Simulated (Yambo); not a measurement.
Yambo run on CsOH (space group Cmc2_1, No. 36). The wavefunctions come from this Quantum ESPRESSO step (PBEsol, PseudoDojo standard norm-conserving files, scalar-relativistic):

```
&CONTROL
  calculation = 'nscf'
  pseudo_dir = './pseudo'
  outdir = './out'
/
&SYSTEM
  ibrav = 0
  nat = 6
  ntyp = 3
  ecutwfc = 84.0
  ecutrho = 336.0
  occupations = 'fixed'
  force_symmorphic = .true.
  nbnd = 157
/
&ELECTRONS
  conv_thr = 6.000000000000001e-09
  diago_full_acc = .true.
  diago_thr_init = 1e-08
/
ATOMIC_SPECIES
H 1.0080 H.upf
O 15.9990 O.upf
Cs 132.9055 Cs.upf
CELL_PARAMETERS angstrom
  2.161145000000  -5.691335000000   0.000000000000
  2.161145000000   5.691335000000   0.000000000000
  0.000000000000   0.000000000000   4.504270000000
ATOMIC_POSITIONS crystal
H   0.533010000000   0.466990000000   0.607600000000
H   0.466990000000   0.533010000000   0.107600000000
O   0.591660000000   0.408340000000   0.765420000000
O   0.408340000000   0.591660000000   0.265420000000
Cs   0.861630000000   0.138370000000   0.736690000000
Cs   0.138370000000   0.861630000000   0.236690000000
K_POINTS automatic
4 4 2 0 0 0
```

Yambo input:

```
rim_cut
gw0
dyson
el_el_corr
HF_and_locXC
ppa
em1d
RandQpts= 1000000
RandGvec= 1 Ry
EXXRLvcs= 84 Ry
VXCRLvcs= 336 Ry
Chimod= "HARTREE"
% BndsRnXp
 1 | 156 |
%
NGsBlkXp= 7 Ry
% LongDrXp
 1.0 | 1.0 | 1.0 |
%
PPAPntXp= 27.2114 eV
% GbndRnge
 1 | 156 |
%
GTermKind= "BG"
DysSolver= "n"
ExtendOut
% QPkrange
 1 | 1 | 16 | 17 |
 2 | 2 | 16 | 17 |
 5 | 5 | 16 | 17 |
 6 | 6 | 16 | 17 |
 13 | 13 | 16 | 17 |
 14 | 14 | 16 | 17 |
%
```

k points by index: 1 = Γ, 2 = (0, 0, -0.5), 5 = (0, -0.5, 0), 6 = (0, -0.5, -0.5), 13 = (-0.5, -0.5, 0), 14 = (-0.5, -0.5, -0.5).

Resulting energies as the program prints them:

```
#    K-point    Band    Eo [eV]    E [eV]    E-Eo [eV]    Vxc [eV]    Vnlxc [eV]    Sc|Eo [eV]    Sc|E [eV]    dSc/dw|Eo [eV]    Re(Z)    Im(Z)
#
    1    16    0.000000    -1.233020    -1.233020    -18.23218    -23.99286    4.179027    4.527654    -7.692784    0.779600    -0.001515
    1    17    3.723432    4.471196    0.747764    -8.479754    -4.280789    -3.334015    -3.451201    -4.263954    0.864529    -0.897576E-3
    2    16    -0.287624    -1.531007    -1.243383    -17.80277    -23.37827    3.986869    4.332114    -7.554640    0.782697    -0.001542
    2    17    5.106931    5.964219    0.857289    -8.594000    -4.313339    -3.283307    -3.423373    -4.445802    0.859564    -0.136871E-3
    5    16    -0.379845    -1.647945    -1.268100    -17.69170    -23.34443    4.030210    4.384632    -7.604296    0.781581    -0.001576
    5    17    5.341260    6.244731    0.903471    -9.503109    -5.301389    -3.142116    -3.298249    -4.702037    0.852661    -0.001041
    6    16    -0.038424    -1.279692    -1.241268    -18.03080    -23.62076    4.005080    4.348696    -7.531851    0.783211    -0.001489
    6    17    5.120800    6.007342    0.886542    -8.700971    -4.346299    -3.323031    -3.468130    -4.453177    0.859363    -0.946727E-3
    13    16    -0.059029    -1.300569    -1.241539    -18.17341    -23.97758    4.210191    4.562622    -7.723350    0.778918    -0.001526
    13    17    4.024131    4.795943    0.771812    -7.854981    -3.736180    -3.225871    -3.346989    -4.269703    0.864371    -0.913369E-3
    14    16    -0.460038    -1.768031    -1.307993    -17.37048    -23.18629    4.137590    4.507814    -7.701003    0.779416    -0.001647
    14    17    5.196662    6.101942    0.905279    -9.155714    -4.854678    -3.243193    -3.395757    -4.585311    0.855792    -0.001065
```
(The two width columns are left out.) Convergence of these settings isn't established.

Geometry of the Materials Project entry, not relaxed at this level.

The structure is a Materials Project entry; no match was found in the copy of COD used, and its stability was not checked.
